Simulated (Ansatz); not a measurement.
Ge:
```yaml
crystal:
  lattice:
    - [0.00000, 3.74856, 3.74856]
    - [3.74856, 0.00000, 3.74856]
    - [3.74856, 3.74856, 0.00000]
  atoms:
    - { symbol: Ge, position: [0.12500, 0.12500, 0.12500] }
    - { symbol: Ge, position: [0.62500, 0.12500, 0.12500] }
    - { symbol: Ge, position: [0.12500, 0.12500, 0.62500] }
    - { symbol: Ge, position: [0.12500, 0.62500, 0.12500] }
```

Relaxed with r²SCAN.

Q: Decompose the optical modes at the zone centre into irreducible representations, and say which are infrared and Raman allowed.

A: Point group m-3m: Γ_opt = A2u + Eu + T1u + T2u. Infrared: T1u. Raman: none.

Q: Assign frequencies (DFPT, r²SCAN in the plane-wave PAW code Ansatz).

A: T2u 17i, Eu 62, T1u 163, A2u 303 cm⁻¹.

Space group Fd-3m. The workflow started from an entry of the Crystallography Open Database (COD). Its sites differ from those of the usual phase in this space group: another stacking or structure type. Symmetry was held in the r²SCAN relaxation; of distortions, only those at the zone centre were tested, and some modes there are weakly imaginary. The volume moved by 134 % from the start of the relaxation. As this level gives no gap, phonon frequencies hold no LO–TO term and depend on the k-mesh and smearing (Fermi–Dirac, 0.1 eV here).

Potentials: the later of the program's two PAW sets.
